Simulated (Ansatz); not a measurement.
## Li (simple cubic): energy against volume

Method: Ansatz 0.2.0, DFT, r2SCAN, plane waves (500 eV) with PAW, scalar-relativistic. The PAW files were generated under PBE, with cores re-solved for the functional.

The cell is scaled uniformly from the relaxed one, with fractional coordinates and shape fixed. Energies are extrapolated to zero smearing, pressures are those at the given smearing. Magnetic state: spin not included.

A Birch-Murnaghan fit gives V₀ = 21.07 Å³/atom, B₀ = 11.7 GPa, B₀′ = 3.3.

Question: What are the energy above the minimum and the pressure at 19.448 Å³/atom?

Answer: 5.1 meV/atom and 1.10 GPa as computed.

Question: What are the energy above the minimum and the pressure at 22.830 Å³/atom?

Answer: 4.8 meV/atom and -0.79 GPa as computed.

Question: What are the energy above the minimum and the pressure at 23.676 Å³/atom?

Answer: 9.9 meV/atom and -1.09 GPa as computed.
